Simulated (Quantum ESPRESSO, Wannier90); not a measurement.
## Wannierisation of BeTe (wurtzite)

```xyz
4
Lattice="3.9966 0.0000 0.0000 -1.9983 3.4612 0.0000 0.0000 0.0000 6.5868" Properties=species:S:1:pos:R:3 pbc="T T T"
Be    -1.9983     1.1537    -3.2906
Be     1.9983    -1.1537     0.0028
Te    -1.9983     1.1537    -0.8262
Te     1.9983    -1.1537     2.4672
```

Structure: Materials Project mp-1183441, symmetrised, not relaxed again. Not found in the COD (Crystallography Open Database) copy used, which has the formula in other groups; not checked further. Computed values, not measurements, from PBEsol: Quantum ESPRESSO (norm-conserving PseudoDojo potentials, cutoff 71 Ry, spinors with spin-orbit coupling) on a Γ-centred 6×6×4 mesh, then Wannier90. Density: 12×12×6 mesh, cold smearing 0.01 Ry.

A tight-binding model is made by disentanglement and projection with no localisation steps (num_iter = 0), so the 32 orbitals stay atom-like: hydrogen-like Be: s;p; Te: s;p, axes along x, y, z; frozen window up to 6.87 eV relative to the valence-band maximum. It follows pw.x to 16 meV rms for states up to 2.9 eV relative to the valence-band maximum. Matrix elements depend on this choice of orbitals and windows.

The 20 largest hoppings ⟨m,0|H|n,R⟩ between different sites (one of each Hermitian pair; signs follow the real orbitals' lobes; the list may end inside a set of equal values):

```
m              n      R  distance of the centres (Å)  t (eV)  Im t (eV)
-------  -------  -----  ---------------------------  ------  ---------
Te3 pz↑  Be1 pz↑  0 0 0                         2.87   2.411      0.000
Te3 pz↓  Be1 pz↓  0 0 0                         2.87   2.411      0.000
Te4 pz↑  Be2 pz↑  0 0 0                         2.87   2.411      0.000
Te4 pz↓  Be2 pz↓  0 0 0                         2.87   2.411      0.000
Te3 s↑   Be1 pz↑  0 0 0                         2.70  -2.392      0.000
Te3 s↓   Be1 pz↓  0 0 0                         2.70  -2.392      0.000
Te4 s↑   Be2 pz↑  0 0 0                         2.70  -2.392      0.000
Te4 s↓   Be2 pz↓  0 0 0                         2.70  -2.392      0.000
Be2 py↑   Te3 s↑  1 0 0                         2.55  -2.282      0.000
Be2 py↓   Te3 s↓  1 0 0                         2.55  -2.282      0.000
Te4 s↑   Be1 py↑  1 0 1                         2.55   2.282      0.000
Te4 s↓   Be1 py↓  1 0 1                         2.55   2.282      0.000
Te3 pz↑   Be1 s↑  0 0 0                         2.69   2.163      0.000
Te3 pz↓   Be1 s↓  0 0 0                         2.69   2.163      0.000
Te4 pz↑   Be2 s↑  0 0 0                         2.69   2.163      0.000
Te4 pz↓   Be2 s↓  0 0 0                         2.69   2.163      0.000
Be2 py↑  Te3 py↑  1 0 0                         2.77   2.109      0.000
Be2 py↓  Te3 py↓  1 0 0                         2.77   2.109      0.000
Te4 py↑  Be1 py↑  1 0 1                         2.77   2.109      0.000
Te4 py↓  Be1 py↓  1 0 1                         2.77   2.109      0.000
```
